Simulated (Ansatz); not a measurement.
Here is the system:

Sb:
```
Sb
1.0
    0.00000     2.38704     2.38704
    2.38704     0.00000     2.38704
    2.38704     2.38704     0.00000
Sb
1
Direct
  0.00000   0.00000   0.00000
```

This is the r²SCAN-relaxed structure.

### Question
All from the program Ansatz at the r²SCAN level (PAW), unless another level is named. Predict the electronic character.

### Answer
metallic (no gap).

### Question
Give the density of states at the Fermi level.

### Answer
0.67 states/eV per atom (mean over ±0.08 eV).

### Question
And the gap with spin–orbit coupling?

### Answer
none (metallic).

Space group Fm-3m (fcc (Cu type)). The workflow started from an entry of the Crystallography Open Database (COD), which files this formula under 5 space groups. It is not the phase usual at ambient conditions (space group No. 166). The cell was relaxed with r²SCAN under the symmetry of its start. At this level the phase is mechanically unstable. Spin–orbit coupling is left out wherever it is not named.

Potentials: the later of the program's two PAW sets.
